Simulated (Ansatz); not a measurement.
TaP:
Space group P-6m2 (No. 187); a = 3.283 Å, b = 3.283 Å, c = 3.317 Å, α = 90.00°, β = 90.00°, γ = 120.00°

| atom | site | symmetry | x | y | z |
|---|---|---|---|---|---|
| Ta | 1e | -6m2 | 0.6667 | 0.3333 | 0.0000 |
| P | 1b | -6m2 | 0.0000 | 0.0000 | 0.5000 |

Relaxed at zero pressure with PBEsol (plane waves, PAW; program Ansatz).

**Question.** The volume is raised by 3 % and shape and atoms relax at that volume. What pressure results, and how do the axes share the change?

**Answer.** -5.8 GPa; a 1.3 %, b 1.3 %, c 0.4 %; the energy rises by 9 meV/atom.

**Question.** Give the new structure.

**Answer.** 
Space group P-6m2 (No. 187); a = b = 3.3243 Å, c = 3.3314 Å, α = β = 90.00°, γ = 120.00°

```tsv
atom	site	symmetry	x	y	z
Ta	1e	-6m2	0.6667	0.3333	0.0000
P	1b	-6m2	0.0000	0.0000	0.5000
```

The phase is kept; no other phase was compared at this pressure.

The workflow started from a Materials Project entry (that database holds measured and hypothetical structures alike); the Crystallography Open Database copy checked does not list it. COD files the formula under space group No. 141. Its standing as an ambient phase is unchecked. The PBEsol relaxation kept the symmetry of its start; whether a distortion lowers the energy is not shown. No spin polarisation was allowed. Spin–orbit coupling is left out wherever it is not named.

Potentials: the earlier of the program's two PAW sets. The files were generated under PBE; for other functionals the program regenerates the frozen cores, and for LDA and PBEsol the local potential too.
